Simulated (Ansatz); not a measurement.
## ReOs: how the free axis answers a strain

ReOs, P-6m2, a = 2.753 Å, c = 4.364 Å. The structure is a Materials Project entry; whether it is the stable form wasn't checked. Ansatz: r2SCAN, PAW, 500 eV, Γ-centred 18×18×10 mesh on 2 atoms, Gaussian smearing 0.10 eV; no spin polarisation. Series: biaxial strain in the a-b plane, c and atoms relaxed; x is the strain in per cent. y is the change of c in per cent of 4.364 Å.

| x (%) | y (%) |
| --- | --- |
| -3.0 | ? |
| -2.0 | 1.14 |
| -1.0 | 0.59 |
| 0.0 | 0.00 |
| 1.0 | -0.59 |
| 2.0 | -1.14 |
| 3.0 | -1.68 |

Problem. Fit y = c1 x + c2 x² to the other rows, say what c1 measures, and predict the missing y.

Solution. Least squares on the rows shown. y = −0.5711 x + 0.002596 x². With no stress along c, c1 = −2C13/C33 = -0.571. At x = -3.0 the fit asked for gives 1.74 %. The run gave 1.74 %, the same to the digits shown.

Spin–orbit coupling is left out, which can shift energies with elements as heavy as these.